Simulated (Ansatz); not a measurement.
# ZnCu₂SnS₄: computed property card

ZnCu₂SnS₄:
```xyz
8
Lattice="-2.7023 2.7023 5.4259 2.7023 -2.7023 5.4259 2.7023 2.7023 -5.4259" Properties=species:S:1:pos:R:3 pbc="T T T"
Zn     0.0000     0.0000     0.0000
Cu     2.7023     0.0000     2.7130
Cu     0.0000     2.7023     2.7130
Sn     0.0000     0.0000     5.4259
S     -1.3921     1.3921     6.8678
S      1.3921     1.3921     3.9841
S      1.3921    -1.3921     6.8678
S      1.3102     1.3102    -1.4418
```

Space group I-42m (No. 121); conventional cell a = b = 5.405 Å, c = 10.852 Å, α = β = γ = 90.00°.

Method: r²SCAN in the plane-wave PAW code Ansatz. Geometry: relaxed at this level of theory. Other levels are named where they apply.

**Cell and energy**

```json
{
 "volume_per_atom": "19.81 Å³",
 "density": "4.60 g/cm³",
 "Formation energy from the elements (no fitted shifts)": "-0.57 eV/atom"
}
```

**Electronic structure**

```json
{
 "band_gap": "0.33 eV (direct)",
 "valence_band_maximum": "at Γ",
 "conduction_band_minimum": "at Γ",
 "electron_effective_mass": "0.092, 0.092, 0.11 mₑ (principal values)",
 "Hole effective mass, band 1 of 2 at the edge": "0.75 along x, 0.79 along z (mₑ)",
 "Hole effective mass, band 2 of 2 at the edge": "0.10 along x, 0.79 along z (mₑ)",
 "Hole effective mass with spin–orbit coupling": "0.19, 0.19, 0.78 mₑ (principal values)",
 "HSE06 gap on the r²SCAN cell": "1.16 eV",
 "Gap with spin–orbit coupling": "0.32 eV"
}
```

**Mechanics**

```json
{
  "Bulk modulus (Birch–Murnaghan fit)": "77.4 GPa",
  "Pressure derivative B′": "4.8"
}
```

**Charges**

```json
{
  "bader_charges": "Zn +0.95, Cu +0.53, Sn +1.53, S -0.89 e"
}
```

The first step of the workflow began from a Materials Project structure, measured or hypothetical; the Crystallography Open Database copy checked does not list it. It is not the phase usual at ambient conditions (space group No. 82). The r²SCAN relaxation kept the symmetry of its start; whether a distortion lowers the energy is not shown. No spin polarisation was allowed. The references are the lowest solids computed at this level, not always the standard phases. Spin–orbit coupling is left out wherever it is not named.

Potentials: the later of the program's two PAW sets.
